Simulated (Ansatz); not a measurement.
Polymorphs of Cu₃Sb, each relaxed with r²SCAN in the plane-wave PAW code Ansatz:

A: Pmmn
a = 4.2107 Å, b = 5.3944 Å, c = 5.1719 Å, α = 90.00°, β = 90.00°, γ = 90.00°

```tsv
atom	site	symmetry	x	y	z
Cu	2b	mm2	0.5000	0.0000	0.2753
Cu	4e	m..	0.0000	0.2460	0.1428
Sb	2a	mm2	0.0000	0.0000	0.6579
```

B: P6/mmm
a = b = 4.478 Å, c = 4.890 Å, α = β = 90.00°, γ = 120.00°

```json
[
 {"atom": "Sb", "site": "1a", "symmetry": "6/mmm", "x": "0.0000", "y": "0.0000", "z": "0.0000"},
 {"atom": "Cu", "site": "1b", "symmetry": "6/mmm", "x": "0.0000", "y": "0.0000", "z": "0.5000"},
 {"atom": "Cu", "site": "2c", "symmetry": "-6m2", "x": "0.3333", "y": "0.6667", "z": "0.0000"}
]
```

Problem. Rank these by energy per atom at 0 K (lowest first), as r²SCAN gives it.

Solution. A (+0 meV/atom), B (+347 meV/atom)

Typed or built starts, not in the databases checked: B. Standing as an ambient phase not checked: A. All cells were relaxed under the symmetry of their starts (and spin orders); stability against distortions was not tested throughout. Rows with no word on spin ran without spin polarisation. Scalar-relativistic: spin–orbit coupling is off unless named, which matters more the heavier the elements.

Energies hold the estimated change up to a 700 eV cutoff; steps of a few meV lie near the error of the meshes.

Potentials: the later of the program's two PAW sets.
